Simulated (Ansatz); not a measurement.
HfSi in space group Pnma (No. 62; Si on 4c, Hf on 4c) under volume change, LDA in the plane-wave PAW code Ansatz, shape and atoms relaxed at each volume.

```json
[
 {"V (Å³/atom)": "14.818", "E − E(relaxed) (meV/atom)": "80.6", "P (GPa)": "19.10"},
 {"V (Å³/atom)": "15.306", "E − E(relaxed) (meV/atom)": "33.9", "P (GPa)": "11.73"},
 {"V (Å³/atom)": "15.795", "E − E(relaxed) (meV/atom)": "[?]", "P (GPa)": "[?]"},
 {"V (Å³/atom)": "16.283", "E − E(relaxed) (meV/atom)": "0.0", "P (GPa)": "0.00"},
 {"V (Å³/atom)": "16.772", "E − E(relaxed) (meV/atom)": "7.3", "P (GPa)": "-4.63"},
 {"V (Å³/atom)": "17.260", "E − E(relaxed) (meV/atom)": "[?]", "P (GPa)": "[?]"},
 {"V (Å³/atom)": "17.749", "E − E(relaxed) (meV/atom)": "59.1", "P (GPa)": "-11.99"}
]
```

Question: Some entries are withheld; supply them.

Answer: 
- 17.260, E − E(relaxed) (meV/atom): 27.6
- 17.260, P (GPa): -8.60
- 15.795, E − E(relaxed) (meV/atom): 8.0
- 15.795, P (GPa): 5.41

Question: What does a third-order Birch–Murnaghan fit give for V₀, B₀ and B′?

Answer: V₀ = 16.28 Å³/atom, B₀ = 166 GPa, B′ = 4.1.

The workflow started from an entry of the Crystallography Open Database (COD). Whether it is the stable phase at ambient conditions was not checked. Symmetry was held in the LDA relaxation; of distortions, only those at the zone centre were tested. No spin polarisation was allowed. Spin–orbit coupling is left out wherever it is not named.

Potentials: the later of the program's two PAW sets.
